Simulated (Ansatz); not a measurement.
All numbers below come from Ansatz, DFT PBE, scalar-relativistic, plane waves, PAW. Settings: cutoff 420 eV, Γ-centred meshes spaced at most about 0.3 Å⁻¹, and about 0.25 Å⁻¹ or finer for metals (2π included), Gaussian smearing. No spin polarisation in the final relaxations.

All energies are static (0 K, no zero-point motion). All come from trial cells, and lower structures may exist.

Question: Order these relaxed structures of LaTe4 by energy, lowest first, with the energy over the lowest of them.
A.

```
La Te
1.0
     4.12688    2.38266    4.34552
    -4.12688    2.38266    4.34552
     0.00000   -4.76531    4.34552
La Te
1 4
Direct
  0.07408 0.07408 0.07408
  0.04191 0.59296 0.04191
  0.04191 0.04191 0.59296
  0.59296 0.04191 0.04191
  0.31979 0.31979 0.31979
```

B.

```
La Te
1.0
     0.00000    4.55773    4.55773
     4.55773    0.00000    4.55773
     4.55773    4.55773    0.00000
La Te
1 4
Direct
  0.50000 0.50000 0.50000
  0.62473 0.12509 0.12509
  0.12509 0.62473 0.12509
  0.12509 0.12509 0.62473
  0.12509 0.12509 0.12509
```

C.

```
La Te
1.0
     4.50593    0.00000    0.00000
     0.00000    4.50593    0.00000
     0.00000    0.00000    9.22667
La Te
1 4
Direct
  0.00000 0.00000 0.43082
  0.50000 0.00000 0.17793
  0.00000 0.50000 0.17793
  0.50000 0.50000 0.67565
  0.00000 0.00000 0.75834
```

D.

```
La Te
1.0
    -3.65294    3.65294    3.65294
     3.65294   -3.65294    3.65294
     3.65294    3.65294   -3.65294
La Te
1 4
Direct
  0.00000 0.00000 0.00000
  0.50000 0.50000 0.50000
  0.00000 0.00000 0.50000
  0.00000 0.50000 0.00000
  0.50000 0.00000 0.00000
```

Answer: C (0 meV/atom), A (29 meV/atom), D (157 meV/atom), B (317 meV/atom). Forms: C P4mm; A R3m; D Im-3m; B F-43m. Counting Te atoms around La (those within 1.25 times the shortest such distance or 1.15 times the sum of covalent radii; a plus sign parts nearer from farther groups): C has La 5+4; A has La 7; D has La 8; B has La 12. A holds Te–Te units of three or more atoms (shortest 2.90 Å) (bonds between like non-metal atoms; other contacts aren't counted).

No dispersion correction is applied, so the spacing and binding between layers, chains or molecules are poorly described (P4mm), and this can change margins and order among such cells. Spin–orbit coupling, which can matter for Te, is left out. In P4mm, R3m, Im-3m, F-43m an odd number of electrons in the primitive cell allows no gap without spin; a larger cell or a magnetic state could open one. A magnetic state wasn't ruled out in cells without spin, among them P4mm, R3m, Im-3m, F-43m. Cells relaxed within their symmetry can be saddle points. Some structure types and database cells were kept out of the candidates from the start, so a known form may be missing.
